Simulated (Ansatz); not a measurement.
BeS:
```yaml
crystal:
  lattice:
    - [0.00000, 2.39814, 2.39814]
    - [2.39814, 0.00000, 2.39814]
    - [2.39814, 2.39814, 0.00000]
  atoms:
    - { symbol: S, position: [0.75000, 0.75000, 0.75000] }
    - { symbol: Be, position: [0.00000, 0.00000, 0.00000] }
```

Tensor components refer to the Cartesian frame of this cell.

Problem. Give the high-frequency dielectric tensor and the Born effective charge tensors of the independent atoms from DFPT, LDA (plane waves, PAW; program Ansatz).

Solution. 
ε∞:
```
5.43  0.00  0.00
0.00  5.43  0.00
0.00  0.00  5.43
```
Z* of atom 1 (S), rows: field, columns: displacement, in e:
```
-1.54   0.00   0.00
 0.00  -1.54   0.00
 0.00   0.00  -1.54
```
Z* of atom 2 (Be), rows: field, columns: displacement, in e:
```
1.54  0.00  0.00
0.00  1.54  0.00
0.00  0.00  1.54
```

Space group F-43m (zinc blende). The LDA relaxation kept the symmetry of its start.

Potentials: the later of the program's two PAW sets.
